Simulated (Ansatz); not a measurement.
MgAl2C2: zone-centre modes at 8 GPa

Level of theory: DFT PBEsol, scalar-relativistic, plane waves, PAW (Ansatz 0.2.0). Plane waves to 420 eV; Γ-centred k mesh 12×12×6; fixed occupations. No spin polarisation. Phonons by linear response, acoustic sum rule imposed.

The cell, relaxed at 8 GPa:
```
CELL_PARAMETERS angstrom
3.32864 0.00000 0.00000
-1.66432 2.88268 0.00000
0.00000 0.00000 5.62812
ATOMIC_POSITIONS crystal
Mg 0.00000 0.00000 0.00000
Al 0.33333 0.66667 0.34899
Al 0.66667 0.33333 0.65101
C 0.33333 0.66667 0.73436
C 0.66667 0.33333 0.26564
```

Other phases may be more stable at this pressure.

Problem. Is this structure stable against zone-centre distortions?

Solution. Yes, at Γ: no optical mode is imaginary. Strains and other wave vectors aren't tested by this run.

Problem. List the optical modes at Γ without the LO field (i marks imaginary ones).

Solution.
| frequency (THz) | degeneracy | IR intensity of the level ((D/Å)²/amu) |
| --- | --- | --- |
| 7.63 | 2 | 9.73 |
| 9.61 | 2 | 0.00 |
| 10.02 | 1 | 45.23 |
| 12.34 | 1 | 0.00 |
| 15.01 | 1 | 12.59 |
| 17.80 | 1 | 0.00 |
| 20.54 | 2 | 0.00 |
| 20.60 | 2 | 96.88 |

Cost: 1 run of about 5.4 core-minutes, on Arm Neoverse V1 (shared hosts).